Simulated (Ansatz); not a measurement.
**WC: ideal shear of a crystal plane**

All numbers below come from DFT r2SCAN, scalar-relativistic, plane waves, PAW in Ansatz. The runs took a 500 eV cutoff, a Γ-centred 19×19×7 mesh and Gaussian smearing (0.15 eV). Spin–orbit coupling is left out, which can shift energies with elements as heavy as these. No spin polarisation. Energies are free energies at this smearing, counted from the undisturbed cell; pressure is positive in compression.

Zero of the scan (relaxed at this level; this rock-salt form isn't the usual structure):

```xyz
8
Lattice="-2.1824 -2.1824 0.0000 2.1824 -2.1824 0.0000 0.0000 0.0000 8.7297" Properties=species:S:1:pos:R:3 pbc="T T T"
W     0.0000   -2.1824    1.0912
W     0.0000    0.0000    3.2736
W     0.0000   -2.1824    5.4560
W     0.0000    0.0000    7.6385
C     0.0000    0.0000    1.0912
C     0.0000   -2.1824    3.2736
C     0.0000    0.0000    5.4560
C     0.0000   -2.1824    7.6385
```

The cut lies on the cell's a–b face, a (0 0 1) plane (indices in the standard cell, whose axes needn't be the Cartesian ones shown) of area 9.53 Å², between layers 2.18 Å apart. Vector c is tilted by f times 1·a − 1·b (length 4.365 Å) with the atoms' Cartesian places fixed: one unrelaxed fault a cell. The traction is dγ/du, the slope of γ against the slip u in Å. Some rows repeat others by symmetry and weren't run.

| f | γ (mJ/m²) | traction (GPa) |
| --- | --- | --- |
| 0.0000 | 0 | 0.0 |
| 0.0833 | 162 | 9.2 |
| 0.1667 | 991 | 40.6 |
| 0.2500 | 3041 | 64.8 |
| 0.3333 | 5147 | 48.1 |
| 0.5000 | 6890 | 0.0 |
| 0.6667 | 5147 | -48.1 |
| 0.8333 | 991 | -40.6 |

Read off the first barrier and the stress needed to climb it, and compare with Frenkel's sinusoid.

The first sampled maximum lies at f = 0.500, a slip of 2.18 Å, with γ ≈ 6890 mJ/m², which stands in for the unstable fault energy γ_us, and the steepest sampled slope before it is 64.8 GPa. A sinusoid γ = γ_us sin²(πu/λ) with its maximum there has λ = 4.36 Å and a largest slope πγ_us/λ = 49.6 GPa (1 mJ/m² per Å = 0.01 GPa). The stand-in is too high: a rotation axis of order three or more passes through this point, so the curvature is the same in every direction of the plane and the point is a peak of the γ-surface, which slip goes round.

Is there a metastable fault on this line?

Apart from points where γ returns to about zero, no local minimum shows among the samples, so at this sampling the line offers no fault for a dislocation to split on; a fault can still lie off the line.

The cut is rigid; relaxing the faces lowers these energies and usually the stresses.

In a metal these slopes depend on the k mesh and the smearing.

Cost: 6 runs of about 17 core-minutes in all, on Intel Xeon Platinum 8488C (Sapphire Rapids) (shared hosts).